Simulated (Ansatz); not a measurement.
# WS2 with Si replacing W: do the settings matter for the field gradients?

This input was run with Ansatz:

```yaml
crystal:
  lattice:
    - [6.36, 0.0, 0.0]
    - [-4.77, 8.261882352, 0.0]
    - [0.0, 0.0, 12.5]
  atoms:
    - { symbol: Si, position: [0.1666666666, 0.2222222222, 0.25] }
    - { symbol: W, position: [0.1666666666, 0.5555555556, 0.25] }
    - { symbol: W, position: [0.1666666666, 0.8888888889, 0.25] }
    - { symbol: W, position: [0.6666666666, 0.2222222222, 0.25] }
    - { symbol: W, position: [0.6666666666, 0.5555555556, 0.25] }
    - { symbol: W, position: [0.6666666666, 0.8888888889, 0.25] }
    - { symbol: W, position: [0.3333333334, 0.1111111111, 0.75] }
    - { symbol: W, position: [0.3333333334, 0.4444444444, 0.75] }
    - { symbol: W, position: [0.3333333334, 0.7777777778, 0.75] }
    - { symbol: W, position: [0.8333333334, 0.1111111111, 0.75] }
    - { symbol: W, position: [0.8333333334, 0.4444444444, 0.75] }
    - { symbol: W, position: [0.8333333334, 0.7777777778, 0.75] }
    - { symbol: S, position: [0.1666666666, 0.2222222222, 0.625] }
    - { symbol: S, position: [0.1666666666, 0.5555555556, 0.625] }
    - { symbol: S, position: [0.1666666666, 0.8888888889, 0.625] }
    - { symbol: S, position: [0.6666666666, 0.2222222222, 0.625] }
    - { symbol: S, position: [0.6666666666, 0.5555555556, 0.625] }
    - { symbol: S, position: [0.6666666666, 0.8888888889, 0.625] }
    - { symbol: S, position: [0.3333333334, 0.1111111111, 0.125] }
    - { symbol: S, position: [0.3333333334, 0.4444444444, 0.125] }
    - { symbol: S, position: [0.3333333334, 0.7777777778, 0.125] }
    - { symbol: S, position: [0.8333333334, 0.1111111111, 0.125] }
    - { symbol: S, position: [0.8333333334, 0.4444444444, 0.125] }
    - { symbol: S, position: [0.8333333334, 0.7777777778, 0.125] }
    - { symbol: S, position: [0.1666666666, 0.2222222222, 0.875] }
    - { symbol: S, position: [0.1666666666, 0.5555555556, 0.875] }
    - { symbol: S, position: [0.1666666666, 0.8888888889, 0.875] }
    - { symbol: S, position: [0.6666666666, 0.2222222222, 0.875] }
    - { symbol: S, position: [0.6666666666, 0.5555555556, 0.875] }
    - { symbol: S, position: [0.6666666666, 0.8888888889, 0.875] }
    - { symbol: S, position: [0.3333333334, 0.1111111111, 0.375] }
    - { symbol: S, position: [0.3333333334, 0.4444444444, 0.375] }
    - { symbol: S, position: [0.3333333334, 0.7777777778, 0.375] }
    - { symbol: S, position: [0.8333333334, 0.1111111111, 0.375] }
    - { symbol: S, position: [0.8333333334, 0.4444444444, 0.375] }
    - { symbol: S, position: [0.8333333334, 0.7777777778, 0.375] }
kpoints:
  mp_grid: { grid: [1, 1, 1] }
scf:
  occupations: { method: methfessel_paxton, width: 0.005 }
  n_extra_bands: 8
hamiltonian:
  xc: pbe
  pseudopotentials: { kind: paw }
output:
  forces: true
  stress: true
  populations: true
  efg: { quadrupole_moments_barn: { S: -0.0694 }, contact_densities: true }
```

It converged. Of its output the block on the nuclei alone is shown, without the SCF iterations, energies, forces and stress (one atom of each set, the first 14 sets):

```
--- PAW observables at the nuclei: V_zz in 10²¹ V/m², potentials from the cell's mean, atoms counted from 1 ---
  atom   1  Si V_zz =    -1.686778   η = 0.6346   by run symmetry: allowed
            electrostatic potential = -1361.484584 V   contact ρ = 12810.630284 e/Å³
  atom   2  W  V_zz =   -15.898087   η = 0.6402   by run symmetry: allowed
            electrostatic potential = -14805.162965 V   contact ρ = 8821959.179528 e/Å³
  atom   3  W  V_zz =   +17.443710   η = 0.5852   by run symmetry: allowed
            electrostatic potential = -14804.979541 V   contact ρ = 8821958.679801 e/Å³
  atom   4  W  V_zz =   +18.682166   η = 0.6051   by run symmetry: allowed
            electrostatic potential = -14805.711498 V   contact ρ = 8821978.620844 e/Å³
  atom   5  W  V_zz =   -11.131928   η = 0.7962   by run symmetry: allowed
            electrostatic potential = -14805.243080 V   contact ρ = 8821969.469245 e/Å³
  atom   6  W  V_zz =   +14.416238   η = 0.1959   by run symmetry: allowed
            electrostatic potential = -14804.984048 V   contact ρ = 8821970.441601 e/Å³
  atom   7  W  V_zz =   -13.300890   η = 0.4216   by run symmetry: allowed
            electrostatic potential = -14804.808451 V   contact ρ = 8821964.995696 e/Å³
  atom   8  W  V_zz =   -12.476858   η = 0.4412   by run symmetry: allowed
            electrostatic potential = -14804.787359 V   contact ρ = 8821966.549992 e/Å³
  atom   9  W  V_zz =   -13.695871   η = 0.2966   by run symmetry: allowed
            electrostatic potential = -14804.825743 V   contact ρ = 8821962.618771 e/Å³
  atom  10  W  V_zz =   -13.498748   η = 0.3610   by run symmetry: allowed
            electrostatic potential = -14804.816777 V   contact ρ = 8821964.120641 e/Å³
  atom  11  W  V_zz =   -12.421227   η = 0.4004   by run symmetry: allowed
            electrostatic potential = -14804.785375 V   contact ρ = 8821964.099429 e/Å³
  atom  12  W  V_zz =   -12.590738   η = 0.4268   by run symmetry: allowed
            electrostatic potential = -14804.790366 V   contact ρ = 8821963.079641 e/Å³
  atom  13  S  V_zz =    -6.499547   η = 0.3503   by run symmetry: allowed   C_q = +10.9068 MHz
            electrostatic potential = -1637.478757 V   contact ρ = 19770.382577 e/Å³
  atom  14  S  V_zz =    -6.290140   η = 0.3817   by run symmetry: allowed   C_q = +10.5554 MHz
            electrostatic potential = -1637.435638 V   contact ρ = 19769.999073 e/Å³
```

Q: Can these gradients be trusted, and how do they compare with a run on standard settings?

A: Not as converged values. Against the standard input the change is `scf.occupations.method`: fermi_dirac → methfessel_paxton; `scf.occupations.width`: 0.01 → 0.005; `scf.n_extra_bands`: not typed → 8; `kpoints.mp_grid.grid`: [4, 3, 2] → [1, 1, 1]. A site carries the number of its first atom; V_zz in 10²¹ V/m².

```json
{"site": "Si", "atom": "1", "V_zz standard": "-1.66", "η standard": "0.15", "V_zz here": "-1.69", "η here": "0.63"}
{"site": "W2", "atom": "2", "V_zz standard": "-22.7", "η standard": "0.29", "V_zz here": "-15.90", "η here": "0.64"}
{"site": "W3", "atom": "3", "V_zz standard": "-22.1", "η standard": "0.13", "V_zz here": "17.44", "η here": "0.59"}
{"site": "W4", "atom": "4", "V_zz standard": "-22.5", "η standard": "0.29", "V_zz here": "18.68", "η here": "0.61"}
{"site": "W5", "atom": "5", "V_zz standard": "-21.7", "η standard": "0.33", "V_zz here": "-11.13", "η here": "0.80"}
{"site": "W6", "atom": "6", "V_zz standard": "-20.2", "η standard": "0.29", "V_zz here": "14.42", "η here": "0.20"}
{"site": "W8", "atom": "8", "V_zz standard": "-17.83", "η standard": "0.01", "V_zz here": "-12.48", "η here": "0.44"}
{"site": "W9", "atom": "9", "V_zz standard": "-17.81", "η standard": "0.01", "V_zz here": "-13.70", "η here": "0.30"}
{"site": "S19", "atom": "19", "V_zz standard": "-3.35", "η standard": "0.23", "V_zz here": "4.69", "η here": "0.78"}
{"site": "S20", "atom": "20", "V_zz standard": "-3.57", "η standard": "0.23", "V_zz here": "-5.54", "η here": "0.35"}
{"site": "S22", "atom": "22", "V_zz standard": "-3.20", "η standard": "0.22", "V_zz here": "4.48", "η here": "0.78"}
{"site": "S23", "atom": "23", "V_zz standard": "-5.16", "η standard": "0.01", "V_zz here": "-5.94", "η here": "0.48"}
```

The largest change of V_zz along a kept axis is on W5, from -21.7 to -11.13. In per cent, |V_zz| changes by -49 to -23 on W, +15 to +55 on S (all sites that start above 2, bar those whose gradient vanishes or changes sign or whose main axis turns by over 40°). Where |V_zz| stays above 0.1 and the axes keep their order, η moves most on S23, from 0.01 to 0.48. On W4, W3, W6, S19, S22, Si the largest principal value lies along another axis in the second run, so the two V_zz can't be compared directly. The table leaves out 12 of the 24 sites, with |V_zz| up to 17.93; their tensors move by 5.17 at most along any direction. The statements above cover all sites. The changed run opens a gap. SCF iterations: 16 and 13. In the changed run the k-mesh is coarser than the standard one, so its values aren't converged ones.

On the reference run: The run isn't spin-polarised, and a state with spin may lie lower. The defect repeats with the cell of 36 atoms, so it feels its images: sites between two images don't show the values beside a lone defect, and zeros or small values of η there can come from the images' arrangement. S and W carry a gradient in the pure host already, so the values there aren't the defect's effect alone. The defect cell has no gap above 0.1 eV on its mesh, so the values can hang on the smearing and the k-mesh. Without spin–orbit coupling the gradients at and beside W can be off by some per cent, at some sites by more. The neighbours have not yet relaxed around the defect (largest force 1.1 eV/Å), so a real crystal will differ.
